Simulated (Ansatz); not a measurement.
Level: r2SCAN, no spin polarisation; 500 eV; 7×7×4 Γ-centred mesh; fermi-dirac occupations (width 0.105 eV); Ansatz 0.2.0, fixed geometry.

Computed maps in the lattice plane spanned by a (left to right, 6.02 Å, 18 points from zero) and b (bottom to top, 6.02 Å, 18 points from zero), 120° apart, at height 0.250 along c. The fields are smooth PAW ones with compensation charges, not the true ones near nuclei.

Valence density. Digits on a logarithmic scale: 0 up to 0.03 e/Å³, each further digit a factor of 1.6, 9 from 1.3 e/Å³ up:
```
556666543345666655
665554433344555666
765443333334456788
865433333334568999
864333333334689999
754333333345799999
543333333345799997
433333333346799976
433333333445677654
444333444455555554
554444556554444556
765456777654445677
865568999754457999
865689999754579999
766799999655699999
656899997555799998
556899976446799986
556788754445788765
```

ELF. Ten even steps from '0' (0.00) to '9' (0.56):
```
566668985589866665
567889865689887654
568777655677786544
568776666677865202
589767777679851001
798667776689730003
986567765688620026
755567655578643468
556666665567666676
788777887666666666
999779988764444678
788788766664246666
568865324664466423
567651003664663001
566520004666640002
565400026767620004
554421368668631244
555555797579755555
```

Task: The cell is Y$_{2}$Sb$_{3}$Ir. Which atoms lie within 0.2 Å of this plane, and where (fractions of a and b)?

Result: Sb at (0.32, 0.16), Sb at (0.84, 0.16), Sb at (0.84, 0.68). The whole cell:
```
CELL_PARAMETERS angstrom
6.02486 0.00000 0.00000
-3.01243 5.21768 0.00000
0.00000 0.00000 9.22121
ATOMIC_POSITIONS crystal
Ir 0.00000 0.00000 0.00000
Ir 0.00000 0.00000 0.50000
Y 0.66667 0.33333 0.55235
Y 0.33333 0.66667 0.05235
Y 0.66667 0.33333 0.94765
Y 0.33333 0.66667 0.44765
Sb 0.31780 0.15890 0.25000
Sb 0.15890 0.31780 0.75000
Sb 0.84110 0.15890 0.25000
Sb 0.68220 0.84110 0.75000
Sb 0.84110 0.68220 0.25000
Sb 0.15890 0.84110 0.75000
```

Origin: a known structure type with other elements, at an estimated volume, so it need not be a known compound.
